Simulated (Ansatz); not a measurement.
Total density of states per atom from r²SCAN in the plane-wave PAW code Ansatz, in 0.25 eV bins, energy from the Fermi level:

(E (eV), states/eV/atom): (-7.85, 0.17); (-7.60, 0.33); (-7.35, 0.72); (-7.10, 0.97); (-6.85, 0.54); (-6.60, 0.17); (-6.35, 0.38); (-6.10, 1.86); (-5.85, 2.12); (-5.60, 1.28); (-5.35, 2.28); (-5.10, 2.09); (-4.85, 2.50); (-4.60, 1.64); (-4.35, 0.27); (-4.10, 0.22); (-3.85, 0.33); (-3.60, 0.35); (-3.35, 0.29); (-3.10, 0.36); (-2.85, 0.29); (-2.60, 0.28); (-2.35, 0.30); (-2.10, 0.32); (-1.85, 0.29); (-1.60, 0.34); (-1.35, 0.35); (-1.10, 0.37); (-0.85, 0.39); (-0.60, 0.38); (-0.35, 0.37); (-0.10, 0.34); (0.15, 0.29); (0.40, 0.26); (0.65, 0.26); (0.90, 0.27); (1.15, 0.27); (1.40, 0.29); (1.65, 0.29); (1.90, 0.37); (2.15, 0.40); (2.40, 0.31); (2.65, 0.36); (2.90, 0.35); (3.15, 0.39); (3.40, 0.45); (3.65, 0.36); (3.90, 0.41); (4.15, 0.47); (4.40, 0.35); (4.65, 0.39)

Which compound is it?
(A) InGa2Au2, P6_3/mmc (In on 2b, Ga on 4f, Au on 4f)
(B) In, 9R (Sm type)
(C) AlGaAs2, R3m (Al on 3a, Ga on 3a, As on 3a, As on 3a)
(D) Y2InNi2, Cmmm (Y on 4j, In on 2a, Ni on 4i)

A, InGa2Au2, P6_3/mmc (In on 2b, Ga on 4f, Au on 4f). Within 0.5 eV of the Fermi level: Ga 4p 44 %, In 5p 22 %, Ga 4s 10 %, Au 5d 10 %, outside the projected shells 6 %. Projections are on Löwdin-orthogonalised atomic valence shells; empty p or d shells of many metals are not among them.

The first step of the workflow began from a Materials Project structure, measured or hypothetical; the Crystallography Open Database copy checked does not list it. Its standing as an ambient phase is unchecked. The cell was relaxed with r²SCAN under the symmetry of its start; its stability against distortions is not shown here. Spin–orbit coupling is left out wherever it is not named.

Potentials: the later of the program's two PAW sets.
